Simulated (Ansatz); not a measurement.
AgW:
```xyz
2
Lattice="2.6661 0.0000 0.0000 0.0000 2.6661 0.0000 0.0000 0.0000 4.5541" Properties=species:S:1:pos:R:3 pbc="T T T"
Ag     0.0000     0.0000     0.0000
W      1.3330     1.3330     2.2771
```

Relaxed with r²SCAN. Special points in fractions of this cell's reciprocal vectors: Γ (0.000, 0.000, 0.000); X (0.000, 0.500, 0.000); M (0.500, 0.500, 0.000); Z (0.000, 0.000, 0.500); R (0.000, 0.500, 0.500); A (0.500, 0.500, 0.500).

Q: List the band energies nearest the Fermi level at these points for DFT-r²SCAN in the program Ansatz with PAW potentials.

A: In eV from the Fermi level; about four levels below and three above (degenerate sets whole), none deeper than 8.9 eV; points with the same levels are listed once.

| k | below | above |
|---|---|---|
| Γ | -3.72 -3.57 -2.82 -0.17 | 3.14 3.14 5.09 |
| X | -4.47 -4.09 -3.55 -2.29 | 0.46 1.42 3.29 |
| M | -6.59 -6.59 -6.46 -2.63 -2.35 | 0.18 0.18 2.17 |
| Z | -4.28 -4.28 -3.95 -3.56 -1.80 | 2.48 2.48 5.06 |
| R | -4.20 -3.04 -1.58 -0.44 | 0.15 1.71 2.01 |
| A | -4.44 -2.63 -2.41 -2.41 | 1.26 7.39 8.08 |

Space group P4/mmm (L1₀ or tetragonal B2). The start of the workflow was typed in or built on a structure type; neither database checked (COD, Materials Project) lists it. Whether it is the stable phase at ambient conditions was not checked. The cell was relaxed with r²SCAN under the symmetry of its start; whether a distortion lowers the energy is not shown. The run is not spin-polarised. Its formation energy is positive at this level, so the cell may be metastable or incomplete. Spin–orbit coupling is left out wherever it is not named.

Potentials: the earlier of the program's two PAW sets.
